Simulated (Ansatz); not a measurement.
# Piezoelectric tensor of InGa$_{3}$P$_{4}$

Theory: Ansatz 0.2.0, DFT PBE, scalar-relativistic, plane waves, PAW. Settings: 420 eV plane-wave cutoff, Γ-centred 6×6×6 mesh, fixed occupations. No spin polarisation.

The cell, relaxed at this level:
```
CELL_PARAMETERS angstrom
5.62070 0.00000 0.00000
0.00000 5.62070 0.00000
0.00000 0.00000 5.62070
ATOMIC_POSITIONS crystal
In 0.50000 0.50000 0.50000
Ga 0.00000 0.00000 0.50000
Ga 0.00000 0.50000 0.00000
Ga 0.50000 0.00000 0.00000
P 0.75999 0.75999 0.75999
P 0.75999 0.24001 0.24001
P 0.24001 0.75999 0.24001
P 0.24001 0.24001 0.75999
```

The cell was found from a structure generator's guess, not taken from experiment.

Q: Give the relaxed-ion proper piezoelectric stress tensor e_iJ (C/m², Voigt columns xx yy zz yz xz xy).

A:
```
x    0.000  0.000  0.000 -0.177  0.000  0.000
y    0.000  0.000  0.000  0.000 -0.177  0.000
z    0.000  0.000  0.000  0.000  0.000 -0.177
```
Signs follow the orientation of the cell as given.

Q: With the elastic constants (GPa, Voigt order)
```
112.8  50.6  50.6   0.0   0.0   0.0
 50.6 112.8  50.6   0.0   0.0   0.0
 50.6  50.6 112.8   0.0   0.0   0.0
  0.0   0.0   0.0  56.2   0.0   0.0
  0.0   0.0   0.0   0.0  56.2   0.0
  0.0   0.0   0.0   0.0   0.0  56.2
```
find the strain coefficients d = e·C⁻¹ (pC/N).

A:
```
x    0.00  0.00  0.00 -3.15  0.00  0.00
y    0.00  0.00  0.00  0.00 -3.15  0.00
z    0.00  0.00  0.00  0.00  0.00 -3.15
```
